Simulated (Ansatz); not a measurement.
Data:

Sn4Pd (space group Ccce)

```
Sn4Pd
1.0
    3.19027    -5.66833     0.00000
    3.19027     5.66833     0.00000
    0.00000     0.00000     6.33501
Sn Pd
8 2
Cartesian
  2.11585   1.43023   2.09737
  4.26470  -1.43023   2.09737
  2.11585  -1.43023   4.23763
  4.26470   1.43023   4.23763
  1.07442  -1.43023   1.07013
  5.30613   1.43023   1.07013
  1.07442   1.43023   5.26488
  5.30613  -1.43023   5.26488
  3.19027   0.00000   0.00000
  0.00000   0.00000   3.16750
```

The atoms are displaced by Q × the pattern below (from a DFPT mode at Γ, largest move 1; Q in Å), at fixed cell.

```json
[
 {"atom": "Sn1", "x": "-0.308", "y": "0.169", "z": "0.224"},
 {"atom": "Sn2", "x": "0.308", "y": "-0.169", "z": "0.224"},
 {"atom": "Sn3", "x": "0.308", "y": "0.169", "z": "0.224"},
 {"atom": "Sn4", "x": "-0.308", "y": "-0.169", "z": "0.224"},
 {"atom": "Sn5", "x": "-0.308", "y": "0.169", "z": "0.224"},
 {"atom": "Sn6", "x": "0.308", "y": "-0.169", "z": "0.224"},
 {"atom": "Sn7", "x": "0.308", "y": "0.169", "z": "0.224"},
 {"atom": "Sn8", "x": "-0.308", "y": "-0.169", "z": "0.224"},
 {"atom": "Pd9", "x": "0.000", "y": "0.000", "z": "-1.000"},
 {"atom": "Pd10", "x": "0.000", "y": "0.000", "z": "-1.000"}
]
```

Level of theory: LDA (plane waves to 420 eV, PAW, scalar-relativistic; Ansatz, a quantum-chemistry and plane-wave program). k mesh 9×9×8 (Γ-centred), Fermi-Dirac smearing 0.05 eV. The energy includes the smearing's −TS. With partly filled bands, energies and forces of such displacements shift with the k mesh and the smearing. Sn4Pd is run without spin polarisation. Sn4Pd was relaxed with its symmetry unable to fall. The zero of ΔE is the undisplaced structure.

The scan covers Q from -0.280 to 0.280 Å in 13 points.

Q: Which space group does the distorted structure have?

A: Ccc2 (No. 37), lowered from Ccce.

Q: Is the energy the same for equal positive and negative displacements?

A: Even: the same for both signs.

Q: Is this a single well or a double well?

A: A single well with its minimum at or next to zero displacement.

Q: What is the energy change at Q = 0.280 Å?

A: 1682 meV/cell.

Q: What harmonic wavenumber does the curvature at Q = 0 give?

A: 167 cm⁻¹.

(For displaced atoms, the force is minus the slope of the energy, and its curvature is a force constant, which sets phonon frequencies.)
